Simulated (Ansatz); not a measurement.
# Rocksalt alloy of LiH and LiF (20 of 32 H sites exchanged), 64 atoms

Ansatz, PAW, plane waves. PBEsol relaxation of volume and atoms (shape held) at the single k point (¼, ¼, ¼) without its symmetry partners; single points on the relaxed atoms at the single k point (¼, ¼, ¼) without its symmetry partners, onto which points of the small cell's zone fold. Arrangement: random. No spin–orbit coupling unless named.

Relaxed structure:

```
CELL_PARAMETERS angstrom
8.01585 0.00000 0.00000
0.00000 8.01585 0.00000
0.00000 0.00000 8.01585
ATOMIC_POSITIONS crystal
F 0.25062 0.99940 0.99977
F 0.25022 0.00037 0.49983
F 0.25017 0.49999 0.99945
F 0.75023 0.99912 0.50014
F 0.00109 0.25006 0.00052
F 0.00039 0.24962 0.50031
F 0.99994 0.74998 0.99970
F 0.50029 0.24955 0.50024
F 0.50009 0.74980 0.99932
F 0.00039 0.99971 0.25001
F 0.00027 0.99970 0.74971
F 0.00011 0.49958 0.75074
F 0.50014 0.99971 0.25024
F 0.50014 0.99948 0.74931
F 0.50018 0.49989 0.75023
F 0.25024 0.24962 0.24977
F 0.25066 0.25023 0.74999
F 0.75078 0.24919 0.25106
F 0.74995 0.75089 0.24912
F 0.74981 0.74961 0.75037
H 0.25053 0.50220 0.49852
H 0.74947 0.00152 0.99900
H 0.74960 0.49878 0.00184
H 0.75023 0.50081 0.49949
H 0.00085 0.74695 0.49888
H 0.50260 0.25131 0.00055
H 0.49918 0.74697 0.49881
H 0.99984 0.50134 0.25149
H 0.50016 0.50039 0.25094
H 0.25033 0.74738 0.25139
H 0.25017 0.74886 0.74738
H 0.74952 0.25120 0.75144
Li 0.00122 0.99973 0.99970
Li 0.00093 0.00020 0.50029
Li 0.00145 0.49997 0.99894
Li 0.00061 0.49928 0.50146
Li 0.49948 0.99879 0.99928
Li 0.49956 0.00023 0.49989
Li 0.49935 0.50089 0.99867
Li 0.50001 0.49911 0.50151
Li 0.24960 0.25066 0.00076
Li 0.25063 0.24929 0.49932
Li 0.25006 0.74903 0.00059
Li 0.25038 0.74946 0.49895
Li 0.75147 0.25073 0.00222
Li 0.75047 0.24904 0.49869
Li 0.75038 0.74950 0.00068
Li 0.75003 0.75013 0.49871
Li 0.25035 0.00015 0.25010
Li 0.25052 0.00014 0.74922
Li 0.25045 0.49939 0.24977
Li 0.25078 0.49961 0.75048
Li 0.75002 0.99944 0.25072
Li 0.74965 0.99865 0.74923
Li 0.74991 0.50064 0.25051
Li 0.74971 0.50135 0.75028
Li 0.99957 0.24983 0.25067
Li 0.00038 0.25072 0.75035
Li 0.99846 0.74965 0.24931
Li 0.99872 0.74888 0.75046
Li 0.50145 0.25001 0.25079
Li 0.50068 0.25050 0.74968
Li 0.50164 0.74959 0.24916
Li 0.50123 0.74900 0.75037
```

Problem. What are the mean bond lengths by pair (pairs within 1.2 times the sum of covalent radii, less contacts 15 % beyond the pair's median; cation–cation pairs of compounds aside; long ionic contacts are cut short by that bound)?

Solution. F–Li 2.002 ± 0.006 Å (standard deviation, 120 bonds). No contact of H falls within that bound.

Problem. What gap lies between the top filled and the lowest empty level in the single points?

Solution. HSE06 7.27 eV (8.3 s on NVIDIA GB300). Away from Γ this isn't the crystal's band gap.
